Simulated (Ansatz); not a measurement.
The numbers come from plane-wave PAW DFT (Ansatz): r2SCAN, no spin polarisation, 500 eV, 4×4×6 Γ-centred k points, fermi-dirac occupations (width 0.0132 eV). Nothing was relaxed.

Computed maps in the lattice plane spanned by b (left to right, 6.40 Å, 19 points from zero) and c (bottom to top, 4.11 Å, 12 points from zero), 90° apart, at height 0.250 along a. The fields are smooth PAW ones with compensation charges, not the true ones near nuclei.

Valence density. Digits on a logarithmic scale: 0 up to 0.03 e/Å³, each further digit a factor of 1.6, 9 from 1.3 e/Å³ up:
```
6435997445675423467
9759999568998645799
9869999679999867999
9856998579999978999
9743443358999857999
6433443335678624787
3235676433456656664
1247999631235677642
1259999741124566431
0269999741012344320
1258999631111222211
3236786433332211233
```

ELF. Ten even steps from '0' (0.00) to '9' (0.90):
```
8300231016886200488
9803334049998512799
8913324079658725874
8921443089648836974
9820000069889702998
6300121015777000477
1016998301233000133
0049999710012222210
0168768840001222100
0168658840000000000
0059999720000000000
2014554200330000013
```

Problem. The cell is MgPO5. Which atoms lie within 0.2 Å of this plane, and where (fractions of b and c)?

Solution. Mg at (0.25, 0.78), O at (0.25, 0.20), P at (0.75, 0.50), O at (0.56, 0.71), O at (0.94, 0.71). The whole cell:
```xyz
14
Lattice="6.3958 0.0000 0.0000 0.0000 6.3958 0.0000 0.0000 0.0000 4.1141" Properties=species:S:1:pos:R:3 pbc="T T T"
Mg    1.5989    1.5989    3.2152
Mg    4.7968    4.7968    0.8989
O     1.5989    1.5989    0.8426
O     4.7968    4.7968    3.2716
P     1.5989    4.7968    2.0571
P     4.7968    1.5989    2.0571
O     4.7968    2.8429    1.1803
O     0.3550    4.7968    1.1803
O     4.7968    0.3550    1.1803
O     2.8429    4.7968    1.1803
O     1.5989    3.5529    2.9338
O     3.5529    1.5989    2.9338
O     1.5989    6.0408    2.9338
O     6.0408    1.5989    2.9338
```

Origin: a known structure type with other elements, at an estimated volume, so it need not be a known compound. Caveats: many states at the Fermi level without spin polarisation, so a magnetic state may lie lower; atoms or cell far from equilibrium.
